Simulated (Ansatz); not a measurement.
**Equation of state of SnPt₃**

```yaml
crystal:
  lattice:
    - [4.00000, 0.00000, 0.00000]
    - [0.00000, 4.00000, 0.00000]
    - [0.00000, 0.00000, 4.00000]
  atoms:
    - { symbol: Sn, position: [0.00000, 0.00000, 0.00000] }
    - { symbol: Pt, position: [0.00000, 0.50000, 0.50000] }
    - { symbol: Pt, position: [0.50000, 0.00000, 0.50000] }
    - { symbol: Pt, position: [0.50000, 0.50000, 0.00000] }
```

The conventional cell has a = 4.000 Å, b = 4.000 Å, c = 4.000 Å, α = 90.00°, β = 90.00°, γ = 90.00°. Sn (atom 1) is surrounded by 12 Pt at 2.83 Å. Pt (atom 2) is surrounded by 4 Sn at 2.83 Å and 8 Pt at 2.83 Å.

The geometry is COD entry 1523555, unchecked; take it as a test cell.

No spin–orbit coupling, which matters for the heavy atoms here.

Levels of theory: DFT, LDA, all-electron LAPW, scalar-relativistic (Ansatz 0.2.0); DFT, LDA, PAW with Ansatz's default frozen-core files, scalar-relativistic (Ansatz 0.2.0).

For LAPW: a Γ-centred 8×8×8 k mesh, Fermi–Dirac smearing of 0.05 eV, basis error target 0.5 meV/atom, no spin polarisation. PAW takes a cutoff of 420 eV at this cell (files made with PBE, cores remade for this functional). The Ansatz runs share mesh, smearing and spin set-up. Plane-wave (PAW) pressures include the program's estimate of the Pulay term.

The cell above is scaled evenly, with fractional coordinates and shape held.

```
V/V(cell)  V (Å³/atom)  P, LAPW (GPa)  P, PAW (GPa)
   0.9400       15.040          12.91         12.93
   0.9600       15.360           6.70          6.70
   0.9800       15.680           1.22          1.23
   0.9900       15.840          -1.26         -1.26
   1.0000       16.000          -3.59         -3.59
   1.0100       16.160          -5.77         -5.77
   1.0200       16.320          -7.82         -7.82
   1.0400       16.640         -11.53        -11.53
   1.0600       16.960              ?             ?
```

Task: Fill in the row V/V(cell) = 1.0600.

Result: P, LAPW (GPa) = -14.78, P, PAW (GPa) = -14.77.

Task: What do Birch–Murnaghan fits to the pressures give?

Result: LAPW: V0 = 15.76 Å³/atom, B0 = 245 GPa, B0′ = 5.4; PAW: V0 = 15.76 Å³/atom, B0 = 245 GPa, B0′ = 5.4.

PAW's V0 lies 0.00 % from the all-electron value and its B0 0.0 %. Symmetry fixes shape and coordinates here, so this is the relaxed modulus.
